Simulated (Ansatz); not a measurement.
WO3:
```
WO3
1.0
    7.34658     0.00000     0.00000
   -3.67329     6.36232     0.00000
    0.00000     0.00000     3.77654
W O
3 9
Direct
  0.50000   0.50000   0.00000
  0.00000   0.50000   0.00000
  0.50000   0.00000   0.00000
  0.21475   0.42950   0.00000
  0.78525   0.57050   0.00000
  0.78525   0.21475   0.00000
  0.21475   0.78525   0.00000
  0.57050   0.78525   0.00000
  0.42950   0.21475   0.00000
  0.00000   0.50000   0.50000
  0.50000   0.00000   0.50000
  0.50000   0.50000   0.50000
```

Relaxed with LDA. Special points in fractions of this cell's reciprocal vectors: Γ (0.000, 0.000, 0.000); M (0.500, 0.000, 0.000); K (0.333, 0.333, 0.000); A (0.000, 0.000, 0.500); L (0.500, 0.000, 0.500); H (0.333, 0.333, 0.500).

**Question.** List the band energies nearest the valence-band maximum at these points for plane-wave PAW LDA (Ansatz code).

**Answer.** In eV from the valence-band maximum; about four levels below and three above (degenerate sets whole), none deeper than 8.9 eV; points with the same levels are listed once.

```tsv
k	below	above
Γ	-1.12 -1.04 -1.04 -1.04	0.59 0.69 0.69
M	-1.09 -1.08 -0.78 -0.71	0.66 2.59 2.62
K	-1.57 -1.57 -1.05 -1.05 -0.60	1.75 1.75 1.99
A	-1.12 -1.12 -0.04 0.00 0.00	2.61 2.61 4.23
L	-0.66 -0.58 -0.48 -0.01	2.75 3.61 4.26
H	-0.70 -0.36 -0.23 -0.23	2.58 4.11 4.11
```

Space group P6/mmm. The workflow started from a Materials Project entry (that database holds measured and hypothetical structures alike); the Crystallography Open Database files this formula in space group No. 191, but the cells were not matched. Its standing as an ambient phase is unchecked. Symmetry was held in the LDA relaxation. At this level the phase is dynamically unstable (imaginary phonons). No spin polarisation was allowed. No Hubbard U is applied. Scalar-relativistic: spin–orbit coupling is off unless named, which matters more the heavier the elements.

Potentials: the later of the program's two PAW sets.
